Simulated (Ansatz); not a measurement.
Starting cell, SiC (zinc blende):

```
CELL_PARAMETERS angstrom
      0.00000     4.37975     4.37975
      2.18988     0.00000     2.18988
      2.18988     2.18988     0.00000
ATOMIC_POSITIONS crystal
  C  0.37500 0.75000 0.75000
  C  0.87500 0.75000 0.75000
  Si 0.00000 0.00000 0.00000
  Si 0.50000 0.00000 0.00000
```

A phonon eigenvector at L = (0.5, 0.0, 0.0) is frozen into this cell: atom i moves by Q times the vector below, so Q is the largest atomic displacement, in Å. The cell is held. It is one choice among 2 degenerate patterns. (q is in reciprocal vectors of the primitive cell; the cell shown is doubled to hold the pattern.)

```
atom       x       y       z
----  ------  ------  ------
C1     0.285  -0.520   0.805
C2    -0.285   0.520  -0.805
Si3    0.109  -0.198   0.307
Si4   -0.109   0.198  -0.307
```

Computed with PBE (plane waves to 420 eV, PAW, scalar-relativistic; Ansatz, a first-principles code). k mesh 13×13×13 (Γ-centred), Fermi-Dirac smearing 0.05 eV. SiC was relaxed with its symmetry unable to fall. 

```
Q (Å)   −dE/dQ from forces (eV/Å)
------  -------------------------
-0.180                     12.666
-0.150                     10.351
-0.120                      8.152
-0.090                      6.041
-0.060                      3.994
-0.030                      1.987
0.000                       0.000
0.030                      -1.987
0.060                      -3.994
0.090                      -6.041
0.120                      -8.152
0.150                     -10.351
0.180                     -12.666
```

Task: What harmonic wavenumber does the curvature at Q = 0 give?

Result: 748 cm⁻¹. E″ = 66.11 eV/Å², M = Σ mᵢ|uᵢ|² = 32.2 u, ν̃ = 521.5·√(|E″|/M).

(For displaced atoms, the force is minus the slope of the energy, and its curvature is a force constant, which sets phonon frequencies.)
